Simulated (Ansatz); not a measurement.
KZnF3 (cubic perovskite, Pm-3m), PBE in the plane-wave PAW code Ansatz: ε∞ = 2.38, cell volume 70.32 Å³. Infrared-active transverse modes:

| ω_TO (cm⁻¹) | oscillator strength S_xx (e²/amu) |
|---|---|
| 114.1 | 0.06971 |
| 173.4 | 0.1650 |
| 375.8 | 0.1318 |

Compute the static dielectric constant.

Each mode adds (4.921e7/V) S/ω²: 3.75, 3.84, 0.65. So ε0 = 10.6.

Symmetry was held in the PBE relaxation; phonons on a q-mesh show no instability.

Potentials: the later of the program's two PAW sets.
